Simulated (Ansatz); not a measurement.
**VBiO4 — Bi-209 NMR of the central transition**

Cell: a COD entry (listed for 566 K) whose atoms were relaxed with PBE, the cell held.

```
V Bi O
1.0
    -2.57350    2.57350    5.86080
     2.57350   -2.57350    5.86080
     2.57350    2.57350   -5.86080
V Bi O
2 2 8
Cartesian
  0.0000 2.5735 2.9304
  0.0000 0.0000 0.0000
  2.5735 0.0000 2.9304
  0.0000 0.0000 5.8608
  3.2908 1.2820 -2.0097
  3.8650 0.7173 0.9207
  -0.7173 1.2915 3.8511
  -1.2915 1.8562 6.7815
  1.8562 1.2915 4.9401
  1.2820 1.8562 2.0097
  0.7173 1.2820 -0.9207
  1.2915 0.7173 7.8705
```

Atom numbers follow the list; atoms alike are taken as one site, whose name carries the number of the first.

All values are calculated (Ansatz; DFT, PBE, plane waves and PAW, scalar-relativistic, 420 eV cutoff, Γ-centred 6×6×6 k-points, Fermi–Dirac smearing 0.02 eV), not measured.

Bi-209 has I = 9/2 and Q = -516.0 mb (Pyykkö 2018); at 11.7 T its Larmor frequency is ν₀ = 81.5 MHz (from the bare nuclear moment; shielding lowers the observed one by a per cent or two). Only the quadrupole interaction is simulated: positions count from each site's isotropic chemical shift, and J coupling is left out, as are shift anisotropy and dipolar coupling, which fast spinning averages.

(1) What does the Bi-209 spectrum (fast magic-angle spinning) show for each site?

Results:

(1) 

```
site         first shell  C_Q (MHz)     η  P_Q (MHz)  δ_QIS (ppm)  breadth (kHz)
  Bi  8 O at 2.44–2.49 Å      -10.4  0.00       10.4        -22.5           3.93
```

δ_QIS = −(ν_Q²/30ν₀²)[I(I+1) − 3/4](1 + η²/3) × 10⁶ ppm with ν_Q = 3|C_Q|/[2I(2I−1)]; it falls as 1/B₀² in ppm, and the breadth as 1/B₀ in kHz.

An axis of threefold or higher order runs through Bi, so V_zz lies along it and η is zero.

Spin–orbit coupling is left out, which shifts gradients on Bi by a few per cent, and by more where contributions nearly cancel. Newer work puts Q(²⁰⁹Bi) near −420 mb, which would lower these couplings by about a fifth.
